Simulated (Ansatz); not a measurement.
Here is the system:

TiP:
Space group P6₃/mmc (No. 194); a = b = 3.4545 Å, c = 11.6071 Å, α = β = 90.00°, γ = 120.00°

```tsv
atom	site	symmetry	x	y	z
Ti	4f	3m.	0.3333	0.6667	0.1162
P	2d	-6m2	0.6667	0.3333	0.2500
P	2a	-3m.	0.0000	0.0000	0.0000
```

This is the PBEsol-relaxed structure.

### Question
All from PBEsol in the plane-wave PAW code Ansatz, unless another level is named. Give the electronic character.

### Answer
metallic (no gap).

### Question
What about the formation energy from the elements (no fitted shifts)?

### Answer
-1.28 eV/atom.

### Question
Next, the density of states at the Fermi level?

### Answer
0.35 states/eV per atom (mean over ±0.08 eV).

Space group P6_3/mmc. The first step of the workflow began from a Materials Project structure, measured or hypothetical; the Crystallography Open Database files this formula in space group No. 194, but the cells were not matched. Its standing as an ambient phase is unchecked. Symmetry was held in the PBEsol relaxation; its stability against distortions is not shown here. The run is not spin-polarised. The references are the lowest solids computed at this level, not always the standard phases.

Potentials: the later of the program's two PAW sets.
